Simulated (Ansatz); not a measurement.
# Every step of a relaxation of fcc Pd (110), 6 layers

DFT, PBE, PAW with Ansatz's default frozen-core files, scalar-relativistic (Ansatz 0.2.0); a Γ-centred 12×8×1 k mesh, Fermi–Dirac smearing of 0.1 eV, no spin polarisation. The run relaxes the atoms in the fixed cell.

Command: `ansatz run input.yaml --threads 2 --pin off --max-ram 4096MiB --backend cpu --events-out ev --progress --plain --runs-dir out` It took 71 s on 2 threads of Intel(R) Xeon(R) 6975P-C (Granite Rapids), on a shared host, peak memory 0.76 GiB.

```yaml
crystal:
  lattice:
    - [2.790317177, 0.0, 0.0]
    - [0.0, 3.946104395, 0.0]
    - [0.0, 0.0, 22.9758]
  atoms:
    - { symbol: Pd, position: [0.25, 0.25, 0.3481925996] }
    - { symbol: Pd, position: [0.75, 0.75, 0.4089155597] }
    - { symbol: Pd, position: [0.25, 0.25, 0.4696385199] }
    - { symbol: Pd, position: [0.75, 0.75, 0.5303614801] }
    - { symbol: Pd, position: [0.25, 0.25, 0.5910844403] }
    - { symbol: Pd, position: [0.75, 0.75, 0.6518074004] }
kpoints:
  mp_grid: { grid: [12, 8, 1] }
scf:
  occupations: { method: fermi_dirac, width: 0.1 }
hamiltonian:
  xc: pbe
  pseudopotentials: { kind: paw }
output:
  forces: true
  stress: true
  eigenvalues: true
  write_density: true
  write_potential: true
  elf: true
  volumetric_format: npy
relax:
  f_tol: 0.01
  max_steps: 40
efield:
  axis: 3
  amplitude: 0
  dipole_correction: true
```

Each step lists its free energy a cell above the last geometry, and Cartesian positions (Å) with forces (eV/Å).

The first step:

```
step 1  dF = 56.63 meV
  Pd 0.6976 0.9865 8.0000   0.0000 0.0000 0.4729
  Pd 2.0927 2.9596 9.3952   0.0000 0.0000 -0.3944
  Pd 0.6976 0.9865 10.7903   0.0000 0.0000 -0.1467
  Pd 2.0927 2.9596 12.1855   0.0000 0.0000 0.1467
  Pd 0.6976 0.9865 13.5806   0.0000 0.0000 0.3944
  Pd 2.0927 2.9596 14.9758   0.0000 0.0000 -0.4729
```

Question: Where does the relaxation end, and by which steps?

Answer: After 4 geometries, with a shortest distance of 2.711 Å. The further steps:
```
step 2  dF = 12.45 meV
  Pd 0.6976 0.9865 8.1313   0.0000 0.0000 -0.2690
  Pd 2.0927 2.9596 9.3614   0.0000 0.0000 0.0702
  Pd 0.6976 0.9865 10.7923   0.0000 0.0000 0.2114
  Pd 2.0927 2.9596 12.1835   0.0000 0.0000 -0.2114
  Pd 0.6976 0.9865 13.6144   0.0000 0.0000 -0.0702
  Pd 2.0927 2.9596 14.8445   0.0000 0.0000 0.2690
step 3  dF = 0.10 meV
  Pd 0.6976 0.9865 8.0894   0.0000 0.0000 -0.0174
  Pd 2.0927 2.9596 9.3563   0.0000 0.0000 0.0102
  Pd 0.6976 0.9865 10.7967   0.0000 0.0000 0.0276
  Pd 2.0927 2.9596 12.1791   0.0000 0.0000 -0.0276
  Pd 0.6976 0.9865 13.6195   0.0000 0.0000 -0.0102
  Pd 2.0927 2.9596 14.8864   0.0000 0.0000 0.0174
step 4  dF = 0.00 meV
  Pd 0.6976 0.9865 8.0881   0.0000 0.0000 0.0001
  Pd 2.0927 2.9596 9.3578   0.0000 0.0000 -0.0024
  Pd 0.6976 0.9865 10.7991   0.0000 0.0000 -0.0015
  Pd 2.0927 2.9596 12.1767   0.0000 0.0000 0.0015
  Pd 0.6976 0.9865 13.6180   0.0000 0.0000 0.0024
  Pd 2.0927 2.9596 14.8877   0.0000 0.0000 -0.0001
```
